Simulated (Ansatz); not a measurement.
Ga3Tc:
```cif
data_Ga6Tc2
_chemical_formula_sum 'Ga6 Tc2'
_space_group_name_H-M_alt 'I4/mmm'
_space_group_IT_number 139
_space_group_name_Hall '-I 4 2'
_cell_length_a 3.78653
_cell_length_b 3.78653
_cell_length_c 8.10368
_cell_angle_alpha 90.000
_cell_angle_beta 90.000
_cell_angle_gamma 90.000
loop_
_atom_site_label
_atom_site_type_symbol
_atom_site_symmetry_multiplicity
_atom_site_Wyckoff_symbol
_atom_site_fract_x
_atom_site_fract_y
_atom_site_fract_z
_atom_site_occupancy
Ga1 Ga 4 d 0.00000 0.50000 0.25000 1
Ga2 Ga 2 b 0.00000 0.00000 0.50000 1
Tc1 Tc 2 a 0.00000 0.00000 0.00000 1
```
(The calculation used a cell of 4 atoms; values per cell refer to that cell.)

Relaxed with r²SCAN.

Which orbitals make up the states near the Fermi level in r²SCAN (plane waves, PAW; program Ansatz)?

Within 0.5 eV of the Fermi level: Tc 4d 72 %, Ga 4p 19 %, Ga 4s 6 %. Projections are on Löwdin-orthogonalised atomic valence shells; empty p or d shells of many metals are not among them.

Tabulate the density of states.

States/eV per cell of 4 atoms, in 0.25 eV bins, energy from the Fermi level.

| E (eV) | total | Tc 4d | Ga 4p | Ga 4s |
|---|---|---|---|---|
| -7.85 | 0.68 | 0.09 | 0.30 | 0.26 |
| -7.60 | 0.71 | 0.09 | 0.32 | 0.26 |
| -7.35 | 0.80 | 0.10 | 0.36 | 0.30 |
| -7.10 | 1.00 | 0.13 | 0.43 | 0.40 |
| -6.85 | 1.23 | 0.17 | 0.49 | 0.50 |
| -6.60 | 1.11 | 0.17 | 0.45 | 0.43 |
| -6.35 | 1.04 | 0.18 | 0.42 | 0.38 |
| -6.10 | 0.97 | 0.19 | 0.39 | 0.34 |
| -5.85 | 0.94 | 0.20 | 0.39 | 0.31 |
| -5.60 | 0.96 | 0.21 | 0.43 | 0.27 |
| -5.35 | 1.06 | 0.23 | 0.53 | 0.24 |
| -5.10 | 0.99 | 0.22 | 0.52 | 0.20 |
| -4.85 | 1.15 | 0.27 | 0.61 | 0.21 |
| -4.60 | 1.71 | 0.47 | 0.89 | 0.27 |
| -4.35 | 1.54 | 0.45 | 0.72 | 0.30 |
| -4.10 | 1.52 | 0.47 | 0.77 | 0.21 |
| -3.85 | 1.75 | 0.63 | 0.88 | 0.19 |
| -3.60 | 1.75 | 0.75 | 0.79 | 0.15 |
| -3.35 | 3.06 | 1.36 | 1.45 | 0.16 |
| -3.10 | 3.68 | 1.81 | 1.57 | 0.21 |
| -2.85 | 2.36 | 1.28 | 0.87 | 0.14 |
| -2.60 | 2.64 | 1.49 | 0.94 | 0.13 |
| -2.35 | 3.30 | 2.00 | 1.06 | 0.13 |
| -2.10 | 3.35 | 2.01 | 1.11 | 0.12 |
| -1.85 | 2.31 | 1.65 | 0.54 | 0.06 |
| -1.60 | 1.38 | 1.13 | 0.20 | 0.02 |
| -1.35 | 0.89 | 0.78 | 0.08 | 0.00 |
| -1.10 | 0.38 | 0.31 | 0.06 | 0.00 |
| -0.85 | 0.47 | 0.36 | 0.09 | 0.01 |
| -0.60 | 1.19 | 0.93 | 0.18 | 0.04 |
| -0.35 | 3.65 | 3.06 | 0.37 | 0.11 |
| -0.10 | 2.61 | 1.95 | 0.46 | 0.11 |
| 0.15 | 2.44 | 1.53 | 0.61 | 0.17 |
| 0.40 | 1.57 | 0.80 | 0.51 | 0.19 |
| 0.65 | 1.33 | 0.60 | 0.50 | 0.17 |
| 0.90 | 1.48 | 0.61 | 0.59 | 0.21 |
| 1.15 | 1.29 | 0.49 | 0.46 | 0.28 |
| 1.40 | 3.15 | 1.34 | 0.77 | 0.88 |
| 1.65 | 2.41 | 0.90 | 0.62 | 0.72 |
| 1.90 | 2.24 | 0.80 | 0.60 | 0.60 |
| 2.15 | 1.81 | 0.59 | 0.53 | 0.49 |
| 2.40 | 1.70 | 0.50 | 0.55 | 0.47 |
| 2.65 | 1.72 | 0.44 | 0.65 | 0.47 |
| 2.90 | 1.63 | 0.38 | 0.64 | 0.45 |
| 3.15 | 1.49 | 0.32 | 0.60 | 0.40 |
| 3.40 | 1.65 | 0.33 | 0.72 | 0.39 |
| 3.65 | 1.75 | 0.31 | 0.81 | 0.38 |
| 3.90 | 1.61 | 0.27 | 0.77 | 0.33 |
| 4.15 | 1.62 | 0.27 | 0.81 | 0.30 |
| 4.40 | 1.70 | 0.26 | 0.90 | 0.27 |
| 4.65 | 1.65 | 0.24 | 0.90 | 0.24 |

The workflow started from a Materials Project entry (that database holds measured and hypothetical structures alike); the Crystallography Open Database copy checked does not list it. With Ga and Tc taken as one species the cell has the higher symmetry Fm-3m, so it may be an ordered model of a mixed-site phase. Its standing as an ambient phase is unchecked. The r²SCAN relaxation kept the symmetry of its start; its stability against distortions is not shown here. No spin polarisation was allowed. Scalar-relativistic: spin–orbit coupling is off unless named, which matters more the heavier the elements.

Potentials: the later of the program's two PAW sets.
